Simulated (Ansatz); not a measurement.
TiSi₂ in space group Cmcm (No. 63; Si on 4c, Si on 4c, Ti on 4c) under volume change, the program Ansatz at the r²SCAN level (PAW), shape and atoms relaxed at each volume.

```tsv
V (Å³/atom)	E − E(relaxed) (meV/atom)	P (GPa)
12.886	___	___
13.311	___	___
13.736	5.4	4.23
14.160	0.0	0.00
14.585	4.9	-3.59
15.010	18.6	-6.69
15.435	39.9	-9.32
```

Task: What belongs in the gaps?

Result: 
- 13.311, E − E(relaxed) (meV/atom): 23.1
- 13.311, P (GPa): 9.20
- 12.886, E − E(relaxed) (meV/atom): 55.0
- 12.886, P (GPa): 15.05

Task: What does a third-order Birch–Murnaghan fit give for V₀, B₀ and B′?

Result: V₀ = 14.16 Å³/atom, B₀ = 130 GPa, B′ = 4.3.

The cell was relaxed with r²SCAN under the symmetry of its start. No spin polarisation was allowed.

Potentials: the later of the program's two PAW sets.
